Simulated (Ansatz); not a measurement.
**Structure relaxation, Nb**

The start is a relaxed Nb cell displaced along its unstable phonon at q = Γ (165i cm⁻¹), largest move 0.15 Å. A full variable-cell relaxation at zero pressure is run with r2SCAN (plane waves to 500 eV, PAW, scalar-relativistic; Ansatz, a first-principles code). The first steps use a coarse 8×8×12 k-mesh.

Starting cell:
```yaml
crystal:
  lattice:
    - [4.88215, 0.00000, 0.00000]
    - [-2.44108, 4.22807, 0.00000]
    - [0.00000, 0.00000, 2.66917]
  atoms:
    - { symbol: Nb, position: [0.00000, 0.00000, 0.00000] }
    - { symbol: Nb, position: [0.33333, 0.66667, 0.55620] }
    - { symbol: Nb, position: [0.66667, 0.33333, 0.44380] }
```

Q: Which atoms feel the largest initial force, and how large is it?

A: 0.99 eV/Å, on Nb2, Nb3 (atoms numbered as listed).

Q: By how much does the energy per atom fall from start to end?

A: 0.14 eV/atom.

Q: How does the volume per atom move from start to end?

A: -1.9 %, from 18.37 to 18.01 Å³/atom.

Q: How do the shortest distances between atoms change?

A: The closest pairs of elements (up to four, under 3.6 Å), start → end: Nb–Nb 2.67 → 2.86 Å.

Q: Is the relaxed structure metallic? Give its gap.

A: Zero (metallic).

Q: Give the final cell and atomic positions.

A: 
Space group Im-3m (No. 229); a = b = c = 3.3026 Å, α = β = γ = 90.00°

```json
[
 {"atom": "Nb", "site": "2a", "symmetry": "m-3m", "x": "0.0000", "y": "0.0000", "z": "0.0000"}
]
```
(The calculation used a cell of 1 atom; values per cell refer to that cell.)

Final values are on a 20×20×20 k-mesh of the relaxed cell. No spin polarisation in the result.

The run could not lose the symmetry of its start.

Of the parent cell (P6/mmm (No. 191)): it is a generated cell of Nb: the first start was made by placing the elements on the sites of a structure type, and the end was not matched to a known phase here, so it may be hypothetical. Known forms of Nb include space group No. 229.
